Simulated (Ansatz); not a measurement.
Fitting the PBE energy curve of Lu3Si

It takes space group Pm-3m (No. 221, cubic). The conventional cell has a = 4.541 Å, b = 4.541 Å, c = 4.541 Å, α = 90.00°, β = 90.00°, γ = 90.00°. Lu (site symmetry 4/mmm) is surrounded by 8 Lu at 3.21 Å and 4 Si at 3.21 Å. Si (site symmetry m-3m) has 12 Lu at 3.21 Å as nearest neighbours.

The cell comes from a database or a generator and needn't be the stable form of this composition.

The cell was scaled at fixed shape and fractions and run with Ansatz, Ansatz PAW, cutoff 420 eV; PBE, k mesh 6 × 6 × 6 on the cell of 4 atoms, fermi-dirac occupations of 0.05 eV, no spin polarisation, no spin-orbit coupling. Energies are those that the program minimises, any entropy of the smearing included. For a metal such a mesh isn't converged to the digits shown.

```tsv
V (Å³/atom)	energy over the lowest row (meV/atom)
22.0111	9.993
22.4795	2.980
22.9478	0.000
23.4161	0.690
23.8844	?
24.3528	11.777
24.8211	21.608
```

Task: Fit the third-order Birch-Murnaghan form, give V0, B0 and B′, and predict the energy left open.

Result: With y = (V0/V)^(2/3), E = E0 + (9 V0 B0/16) [(y - 1)³ B′ + (y - 1)² (6 - 4y)]. Least squares through the rows shown give V0 = 23.0888 Å³/atom, E0 = -0.162 meV, B0 = 60.08 GPa (1 eV/Å³ = 160.218 GPa) and B′ = 3.65, with a largest miss of 0.003 meV. At V = 23.8844 the form with these constants gives 4.715 meV; the run gave 4.714 meV an atom.
